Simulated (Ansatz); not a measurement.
# Pressure against volume in Zr3TiC4

The structure comes from a generated guess, relaxed at this level; another structure or a mixture of phases may lie lower.

The calculation used DFT PBE, scalar-relativistic, plane waves, PAW in Ansatz 0.2.0. Settings of the last relaxation (8-atom cell): 420 eV, 12×8×6 k points, Gaussian smearing of 0.10 eV, no spin polarisation.

Space group Pmmm (No. 47). a = 3.271 Å, b = 4.633 Å, c = 6.538 Å, α = 90.00°, β = 90.00°, γ = 90.00°
| atom | site | symmetry | x | y | z |
| --- | --- | --- | --- | --- | --- |
| Zr | 2q | mm2 | 0.0000 | 0.0000 | 0.7458 |
| Zr | 1f | mmm | 0.5000 | 0.5000 | 0.0000 |
| Ti | 1h | mmm | 0.5000 | 0.5000 | 0.5000 |
| C | 2r | mm2 | 0.0000 | 0.5000 | 0.2611 |
| C | 1b | mmm | 0.5000 | 0.0000 | 0.0000 |
| C | 1d | mmm | 0.5000 | 0.0000 | 0.5000 |

The cell was set to several volumes, with shape and atoms relaxed at each where symmetry leaves them free. Pressure is positive in compression, and energies count from the lowest row. No row has a gap on its mesh.

```csv
row,V (Å³/atom),P (GPa),ΔE (meV/atom)
1,10.901,37.11,154.7
2,11.273,?,?
3,11.645,15.75,34.7
4,12.016,7.28,8.2
5,12.388,0.00,0.0
6,12.760,-6.26,7.4
7,13.131,-11.64,28.4
8,13.627,-17.66,74.0
```

Task: Find B = −V·ΔP/ΔV from rows 4 and 6 and from rows 1 and 3, and from the two its slope B′ and its value B0 at zero pressure.

Result: Rows 4 and 6 give −(12.016 + 12.760)/2 × (-6.26 − (7.28))/(12.760 − 12.016) = 225.4 GPa at a mean pressure of 0.51 GPa. Rows 1 and 3 give −(10.901 + 11.645)/2 × (15.75 − (37.11))/(11.645 − 10.901) = 323.6 GPa at a mean pressure of 26.43 GPa. So B′ = (323.6 − 225.4)/(26.43 − (0.51)) = 3.79 and B0 = 225.4 − 3.79 × (0.51) = 223.5 GPa. A third-order Birch–Murnaghan fit to all the energies gives B0 = 224.6 GPa and B′ = 4.0.

Task: Estimate the pressure and energy of row 2.

Result: From row 5, V0 = 12.388 × (1 + (0.00)/223.5) = 12.388 Å³/atom. Murnaghan's form P = (B0/B′)·[(V0/V)^B′ − 1] gives (223.5/3.79) × [(12.388/11.273)^3.79 − 1] = 25.34 GPa; the computed pressure is 25.61 GPa, so the estimate is off by -0.27 GPa. The work of compression from row 3, with the mean of the two pressures, gives ΔE = 34.7 + (25.34 + 15.75)/2 × (11.645 − 11.273)/160.2 × 1000 = 82.4 meV/atom (1 eV/Å³ = 160.2 GPa); the computed value is 82.4 meV/atom.

All volumes keep the k mesh of the relaxed cell. A later test with randomly moved atoms came back to the same energy, though modes that don't fit the test's cell weren't probed.
